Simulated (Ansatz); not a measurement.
# Calculated O-17 NMR of the central transition for CO₂

Cell: a COD entry whose atoms were relaxed with PBE, the cell held.

Space group Pa-3 (No. 205); a = 5.6200 Å.

```csv
site,Wyckoff,site symmetry,x,y,z
C,4a,.-3.,0.0000,0.0000,0.0000
O,8c,.3.,0.1200,0.1200,0.1200
```

One atom of each set is listed.

Method: Kohn–Sham DFT in Ansatz, r2SCAN, plane waves and PAW, scalar-relativistic, 500 eV cutoff, Γ-centred 4×4×4 k-points, Fermi–Dirac smearing 0.02 eV.

O-17 has I = 5/2 and Q = -25.58 mb (Pyykkö 2018); at 35.2 T its Larmor frequency is ν₀ = 203.3 MHz. Only the quadrupole interaction is simulated: positions count from each site's isotropic chemical shift, and J coupling is left out, as are shift anisotropy and dipolar coupling, which fast spinning averages.

Problem. Give C_Q, η, the quadrupolar product P_Q = |C_Q|(1 + η²/3)^½, the second-order isotropic shift and the breadth of the pattern (fast magic-angle spinning) for each O site.

Solution. 

```json
{"site": "O", "first shell": "1 C at 1.17 Å", "C_Q (MHz)": "-4.79", "η": "0.00", "P_Q (MHz)": "4.79", "δ_QIS (ppm)": "-3.33", "breadth (kHz)": "1.45"}
```

δ_QIS = −(ν_Q²/30ν₀²)[I(I+1) − 3/4](1 + η²/3) × 10⁶ ppm with ν_Q = 3|C_Q|/[2I(2I−1)]; it falls as 1/B₀² in ppm, and the breadth as 1/B₀ in kHz.

An axis of threefold or higher order runs through O, so V_zz lies along it and η is zero.

The largest force is 0.9 eV/Å, so the atoms aren't at the calculated equilibrium and relaxing them would move these values. The database entry as given showed forces above 3 eV/Å or a pressure above 30 GPa, though relaxing it moves no atom far.
